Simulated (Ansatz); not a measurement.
NbC:
```xyz
2
Lattice="0.0000 2.2248 2.2248 2.2248 0.0000 2.2248 2.2248 2.2248 0.0000" Properties=species:S:1:pos:R:3 pbc="T T T"
Nb     0.0000     0.0000     0.0000
C      2.2248     2.2248     2.2248
```

Relaxed with PBEsol. Special points in fractions of this cell's reciprocal vectors: Γ (0.000, 0.000, 0.000); X (0.500, 0.000, 0.500); U (0.625, 0.250, 0.625); K (0.375, 0.375, 0.750); L (0.500, 0.500, 0.500); W (0.500, 0.250, 0.750).

Q: List the band energies nearest the Fermi level at these points for DFT-PBEsol with spin–orbit coupling in the program Ansatz with PAW potentials.

A: In eV from the Fermi level; about four levels below and three above (degenerate sets whole), none deeper than 8.9 eV; points with the same levels are listed once.

```json
[
 {"k": "Γ", "below": "-0.22 -0.22 -0.22 -0.22", "above": "0.34 0.34 0.34 0.34"},
 {"k": "X", "below": "-1.40 -1.40 -1.25 -1.25", "above": "2.02 2.02 3.24 3.24"},
 {"k": "U", "below": "-3.56 -3.56 -0.35 -0.35", "above": "2.52 2.52 3.48 3.48"},
 {"k": "L", "below": "-5.24 -5.24 -5.21 -5.21", "above": "2.16 2.16 2.17 2.17"},
 {"k": "W", "below": "-4.54 -4.54 -4.38 -4.38", "above": "1.54 1.54 1.54 1.54"}
]
```

Space group Fm-3m (rock salt). The cell was relaxed with PBEsol under the symmetry of its start; of distortions, only those at the zone centre were tested. The run is not spin-polarised.

Potentials: the later of the program's two PAW sets.
